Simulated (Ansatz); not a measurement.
ZnCdS2:
```xyz
4
Lattice="3.8831 0.0000 0.0000 0.0000 3.8831 0.0000 0.0000 0.0000 5.5892" Properties=species:S:1:pos:R:3 pbc="T T T"
Zn     0.0000     0.0000     2.7946
Cd     1.9415     1.9415     0.0000
S      1.9415     0.0000     1.5402
S      0.0000     1.9415     4.0490
```

Relaxed with LDA. Special points in fractions of this cell's reciprocal vectors: Γ (0.000, 0.000, 0.000); X (0.000, 0.500, 0.000); M (0.500, 0.500, 0.000); Z (0.000, 0.000, 0.500); R (0.000, 0.500, 0.500); A (0.500, 0.500, 0.500).

### Question
List the band energies nearest the valence-band maximum at these points for DFT-LDA in the program Ansatz with PAW potentials.

### Answer
In eV from the valence-band maximum; about four levels below and three above (degenerate sets whole), none deeper than 8.9 eV; points with the same levels are listed once.

```json
[
 {"k": "Γ", "below": "-2.32 -2.32 -0.19 0.00 0.00", "above": "1.36 3.28 4.01"},
 {"k": "X", "below": "-2.80 -2.37 -1.21 -0.71", "above": "4.15 4.66 5.83"},
 {"k": "M", "below": "-2.44 -2.28 -2.28 -2.17", "above": "3.10 3.10 3.69"},
 {"k": "Z", "below": "-1.59 -1.59 -0.98 -0.98", "above": "3.74 3.81 4.41"},
 {"k": "R", "below": "-1.21 -1.00 -0.91 -0.65", "above": "2.81 2.96 6.22"},
 {"k": "A", "below": "-2.86 -2.81 -2.81 -2.62", "above": "5.31 5.31 5.52"}
]
```

Space group P-4m2. The workflow started from a Materials Project entry (that database holds measured and hypothetical structures alike); the Crystallography Open Database copy checked does not list it. Its standing as an ambient phase is unchecked. The cell was relaxed with LDA under the symmetry of its start; of distortions, only those at the zone centre were tested. Scalar-relativistic: spin–orbit coupling is off unless named, which matters more the heavier the elements.

Potentials: the later of the program's two PAW sets.
